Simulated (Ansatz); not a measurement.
AlFe (CsCl type), relaxed with PBE (Ansatz, a program for electronic structure, plane waves, PAW): a = b = c = 2.8743 Å, α = β = γ = 90.00°.

```
Quantity                                                                       Result
---------------------------  --------------------------------------------------------
ΔH_f (eV/atom)                                                                  -0.32
B₀ by P(V) fit (GPa)                                                              176
K_Hill (GPa)                                                                      176
G_Hill (GPa)                                                                     95.4
Θ_D (K)                                                                           589
spin order and moments (μB)  ferromagnetic; net 0.34 per atom; largest site about 0.7
```

The same phase is relaxed and computed with PBEsol in the same code. What are the cell and these values now?

a = 2.8450 Å, b = 2.8450 Å, c = 2.8450 Å, α = 90.00°, β = 90.00°, γ = 90.00°.

- ΔH_f (eV/atom): -0.35
- B₀ by P(V) fit (GPa): 190
- K_Hill (GPa): 189
- G_Hill (GPa): 107
- Θ_D (K): 620
- spin order and moments (μB): ferromagnetic; net 0.33 per atom; largest site about 0.7

Spin orders computed, not proven ground states: AlFe, CsCl type with PBE ferromagnetic; AlFe, CsCl type with PBEsol ferromagnetic. All cells were relaxed under the symmetry of their starts (and spin orders); stability against distortions was not tested throughout.

Potentials: the later of the program's two PAW sets.

Ansatz is a plane-wave DFT program.

Formation energies count from the lowest solids of the elements computed at the same level, not from gases.
